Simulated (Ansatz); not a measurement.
Ti (hcp (Mg type), P6_3/mmc) is relaxed with plane-wave PAW LDA (Ansatz code). What lattice parameters of the conventional cell result?

a = 2.865 Å, c = 4.531 Å.

Its a lies over 2 % below tabulated measurements.

The cell was relaxed with LDA under the symmetry of its start. No spin polarisation was allowed. Axis ratios of metals converge slowly with the k-mesh, so a and c are less sure than the volume.

Potentials: the later of the program's two PAW sets.
